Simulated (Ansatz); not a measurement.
## RbVF3: do energies and stresses tell the same story?

Computed with DFT r2SCAN, scalar-relativistic, plane waves, PAW in Ansatz 0.2.0.

Plane waves to 500 eV, a k mesh through Γ of 8×8×8 on the computed 5-atom cell and Gaussian smearing (0.02 eV); collinear spin from starting moments 0 2.5 0 0 0 μB.

Relaxed cell: Pm-3m, a = 4.178 Å, b = 4.178 Å, c = 4.178 Å, α = 90.00°, β = 90.00°, γ = 90.00°, 5 atoms in the primitive cell. Whether it is the stable form of this composition wasn't checked.

Energies at zero smearing and pressures from the stress tensor, at volumes with shape and atoms relaxed:
```json
{"V (Å³/atom)": "13.710", "E − E(first) (meV/atom)": "0.00", "P (GPa)": "5.60"}
{"V (Å³/atom)": "14.148", "E − E(first) (meV/atom)": "-11.03", "P (GPa)": "2.56"}
{"V (Å³/atom)": "14.585", "E − E(first) (meV/atom)": "-14.42", "P (GPa)": "0.00"}
{"V (Å³/atom)": "15.023", "E − E(first) (meV/atom)": "-11.41", "P (GPa)": "-2.15"}
{"V (Å³/atom)": "15.460", "E − E(first) (meV/atom)": "-2.97", "P (GPa)": "-3.97"}
```

Task: Check P = −dE/dV between neighbouring volumes, and get the bulk modulus from the pressures alone.

Result: With 1 eV/Å³ = 160.2 GPa:
```json
{"middle V (Å³/atom)": "13.929", "−ΔE/ΔV (GPa)": "4.038", "mean P (GPa)": "4.082"}
{"middle V (Å³/atom)": "14.367", "−ΔE/ΔV (GPa)": "1.243", "mean P (GPa)": "1.282"}
{"middle V (Å³/atom)": "14.804", "−ΔE/ΔV (GPa)": "-1.103", "mean P (GPa)": "-1.076"}
{"middle V (Å³/atom)": "15.242", "−ΔE/ΔV (GPa)": "-3.089", "mean P (GPa)": "-3.062"}
```

The two differ by 0.04 GPa at most. The mean of two end pressures misses the average over a step by about ΔV² P″/12, up to 0.04 GPa here; with that taken off 0.00 GPa remains. Around V = 14.585 Å³/atom, the two neighbours give B = −V ΔP/ΔV = 14.585 × 4.72 / 0.875 = 78.6 GPa, against B0 = 78.2 GPa from the Birch–Murnaghan fit of the energies.

The state reached may not be the lowest one. The cell holds one magnetic atom, so it can only be ferromagnetic; an antiferromagnetic order may lie lower.

Only this magnetic start was tried.

Symmetry holds off the tilts and polar distortions that many cubic perovskites undergo.

Cost: 6 runs of about 4.3 core-minutes in all, on Arm Neoverse V2 (shared hosts).